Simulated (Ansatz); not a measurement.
GaN (zinc blende)

```
CELL_PARAMETERS angstrom
      0.00000     2.27427     2.27427
      2.27427     0.00000     2.27427
      2.27427     2.27427     0.00000
ATOMIC_POSITIONS crystal
  N  0.25000 0.25000 0.25000
  Ga 0.00000 0.00000 0.00000
```

This relaxed cell (volume V₀) is scaled evenly in all directions, its shape held. Symmetry pins the atoms to their sites.

All values below come from PBE (plane waves to 420 eV, PAW, scalar-relativistic; Ansatz, a first-principles code). k mesh 13×13×13 (Γ-centred), Fermi-Dirac smearing 0.05 eV. Stress and pressure are positive under compression. GaN was relaxed with its symmetry unable to fall.

At one point of the scan the stress tensor (GPa) is:

```
   -2.5      0.0      0.0
    0.0     -2.5      0.0
    0.0      0.0     -2.5
```

Q: Which point is it?
A) V/V₀ = 1.060
B) V/V₀ = 1.030
C) V/V₀ = 1.045
D) V/V₀ = 1.015

A: D, V/V₀ = 1.015

(A scan under strain: stresses follow from slopes of the energy per volume, elastic moduli from its curvatures.)
